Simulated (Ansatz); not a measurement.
**AlRu: relaxed-ion elastic tensor**

All numbers below come from DFT PBE, scalar-relativistic, plane waves, PAW in Ansatz 0.2.0. Cutoff 420 eV, 20×20×20 k-points (Γ-centred), Fermi-Dirac smearing of 0.15 eV. No spin polarisation.

Equilibrium structure at this level:
```yaml
crystal:
  lattice:
    - [3.00601, 0.00000, 0.00000]
    - [0.00000, 3.00601, 0.00000]
    - [0.00000, 0.00000, 3.00601]
  atoms:
    - { symbol: Al, position: [0.00000, 0.00000, 0.00000] }
    - { symbol: Ru, position: [0.50000, 0.50000, 0.50000] }
```

The cell has the caesium chloride type, in a space group that the Crystallography Open Database lists for this formula; it was reached from a generator's guess. In a metal, frequencies and elastic constants depend on the k mesh and the smearing, soft modes and shear constants most.

**Question.** Give the relaxed-ion elastic constants (GPa, Voigt order xx yy zz yz xz xy, on the Cartesian axes of the cell above).

**Answer.**
```
315.6 144.5 144.5   0.0   0.0   0.0
144.5 315.6 144.5   0.0   0.0   0.0
144.5 144.5 315.6   0.0   0.0   0.0
  0.0   0.0   0.0 124.2   0.0   0.0
  0.0   0.0   0.0   0.0 124.2   0.0
  0.0   0.0   0.0   0.0   0.0 124.2
```

**Question.** Is the crystal stable against homogeneous strain?

**Answer.** Yes: the least eigenvalue of the tensor is 124.2 GPa.

**Question.** And the moduli of a polycrystal (Hill averages)?

**Answer.** B = 202 GPa, G = 107 GPa, E = 273 GPa, ν = 0.27.
